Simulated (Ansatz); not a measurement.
## Guessed and relaxed cells of Zr2TiS4

The guess for Zr2TiS4 was proposed by analogy with related compounds (Fd-3m, No. 227). Its size is a guess.

POSCAR.start

```
Zr Ti S
1.0
     0.00000    5.14000    5.14000
     5.14000    0.00000    5.14000
     5.14000    5.14000    0.00000
Zr Ti S
4 2 8
Direct
  0.62500 0.12500 0.12500
  0.12500 0.12500 0.62500
  0.12500 0.12500 0.12500
  0.12500 0.62500 0.12500
  0.50000 0.50000 0.50000
  0.75000 0.75000 0.75000
  0.37000 0.89000 0.37000
  0.89000 0.37000 0.37000
  0.37000 0.37000 0.89000
  0.37000 0.37000 0.37000
  0.88000 0.88000 0.36000
  0.88000 0.88000 0.88000
  0.36000 0.88000 0.88000
  0.88000 0.36000 0.88000
```

Theory: DFT PBE, scalar-relativistic, plane waves, PAW in Ansatz 0.2.0. Cutoff 420 eV, Gaussian smearing, Γ-centred meshes. Cell and atoms relax first on a coarse mesh, the cell is then made exact in the group found at 0.06 to 0.08 Å, and last on a converged mesh; the steps can't lower the symmetry of their start. Collinear spin, starting moments Ti 1.0 (×2) μB.

POSCAR.end

```
Zr Ti S
1.0
     0.00000    5.29565    5.29565
     5.29565    0.00000    5.29565
     5.29565    5.29565    0.00000
Zr Ti S
4 2 8
Direct
  0.62500 0.12500 0.12500
  0.12500 0.12500 0.62500
  0.12500 0.12500 0.12500
  0.12500 0.62500 0.12500
  0.50000 0.50000 0.50000
  0.75000 0.75000 0.75000
  0.37202 0.88393 0.37202
  0.88393 0.37202 0.37202
  0.37202 0.37202 0.88393
  0.37202 0.37202 0.37202
  0.87798 0.87798 0.36607
  0.87798 0.87798 0.87798
  0.36607 0.87798 0.87798
  0.87798 0.36607 0.87798
```

The symmetry stays Fd-3m (No. 227). The end has the spinel type. The volume per atom grows by 9.4 %, from 19.4 to 21.2 Å³. The shortest distance goes from 2.31 Å (Ti–S) to 2.35 Å (Ti–S).

```yaml
Volume_per_atom: 21.22 Å³
Density: 4.01 g/cm³
Energy_over_the_elements: −1.35 eV/atom
Gap_on_the_6×6×6_mesh_of_the_14-atom_cell: 0 eV (a metal)
Net_moment_per_atom: 0.15 μB
Moment_by_site: Ti 0.7 (×2) μB
```

Energies over the elements count from the elements' standard structures at the same level, with no fitted energy shifts.

The last run used collinear spin and Gaussian smearing of 0.10 eV. The reference form of S is held partly by dispersion forces, which this level lacks. The magnetic state reached may not be the lowest. A structure relaxed within its symmetry needn't be a true minimum. Another cell of the same search, in Pbam, lies 171 meV/atom lower, so this cell isn't the stable form at this level.
